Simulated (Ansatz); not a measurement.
Values for one crystal, relaxed and computed with r²SCAN (plane waves, PAW; program Ansatz); other levels are named.

| Quantity | Result |
|---|---|
| Volume per atom | 10.71 Å³ |
| Band gap | 3.97 eV (direct) |
| Formation energy from the elements (no fitted shifts) | -302 kJ/mol of atoms |
| Conduction-band minimum | at Γ |
| Valence-band maximum | at Γ |

Task: Which of these materials gives this?
A) MgS, rock salt
B) Mg2TiO4, P4_122 (Pearson symbol tP28)
C) Li4MoO5, I4 (Li on 8c, Mo on 2a, O on 8c, O on 2a)
D) CO2, Pa-3 (C on 4a, O on 8c)

Result: B, Mg2TiO4, P4_122 (Pearson symbol tP28)

The workflow started from a Materials Project entry (that database holds measured and hypothetical structures alike); the Crystallography Open Database copy checked does not list it. Its standing as an ambient phase is unchecked. Symmetry was held in the r²SCAN relaxation; whether a distortion lowers the energy is not shown. The run is not spin-polarised. The references are the lowest solids computed at this level, not always the standard phases (solids in place of the gases).

Potentials: the later of the program's two PAW sets.
